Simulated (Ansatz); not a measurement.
MgO (rock salt)

```xyz
2
Lattice="0.0000 2.1022 2.1022 2.1022 0.0000 2.1022 2.1022 2.1022 0.0000" Properties=species:S:1:pos:R:3 pbc="T T T"
O      0.0000     0.0000     0.0000
Mg     2.1022     2.1022     2.1022
```

The slice is a {110} plane (indices of the conventional cell) through the point (0.000, 0.000, 0.000) (fractional), spanned by u = [100] and v = [1 -1 -1] in vectors of this cell: u (2.97 Å) and v (4.20 Å, at 90° to u). It covers one period; positions are fractions (u, v).

Calculation: r2SCAN (plane waves to 500 eV, PAW, scalar-relativistic; Ansatz, an electronic-structure program). k mesh 13×13×13. These are valence fields of a PAW run, semicore shells included where kept as valence: close to a nucleus they are smooth pseudo fields. MgO was relaxed with its symmetry unable to fall.

Problem. What is the valence density on the shortest O–Mg line in this plane (2.10 Å), at its minimum between the atoms?

Solution. 0.26 e/Å³.

Problem. What is the ELF at the density minimum of the shortest O–Mg line in this plane (2.10 Å)?

Solution. 0.1.

Problem. Predict the map of the electron localisation function (ELF) on the slice.

Solution. 
```
|xxx%@@@%*=.  .=*%@@@%xx|
|xxx@@@@%*-.  .-*%@@@@xx|
|x%@@@@%#+-.  .-+#%@@@@%|
|@@@@@@%*=:.  .:=*%@@@@@|
|@@@@@%#+-.    .-+#%@@@@|
|@@@@%#+=:.    .:=+#%@@@|
|%%##*+-:.      .:-+*##%|
|-----:..        ..:----|
|                       |
|                       |
|::.                  .:|
|===-.              .-==|
|x=+=-.            .-=+=|
|xxx+=:            :=+xx|
|xxx==:            :==xx|
|xxxx=-            -=xxx|
|xxx==:            :==xx|
|xxx+=:            :=+xx|
|x=+=-.            .-=+=|
|===-.              .-==|
|::.                  .:|
|                       |
|                       |
|-----:..        ..:----|
|%%##*+-:.      .:-+*##%|
|@@@@%#+=:.    .:=+#%@@@|
|@@@@@%#+-.    .-+#%@@@@|
|@@@@@@%*=:.  .:=*%@@@@@|
|x%@@@@%#+-.  .-+#%@@@@%|
|xxx@@@@%*-.  .-*%@@@@xx|
|xxx%@@@%*=.  .=*%@@@%xx|
|xxxx@@@%*=.  .=*%@@@xxx|
```
Scale: ten equal steps from 0.02 (start of ' ') to 0.83 (end of '@'), in the order ' .:-=+*#%@'. Values: electron localisation function (ELF). The map has 23 points along u (one character each, u = 0 at the left) and 32 along v (v = 0 in the bottom row). Points within 0.4 Å of a nucleus are blanked (x), as the pseudised field means little there.
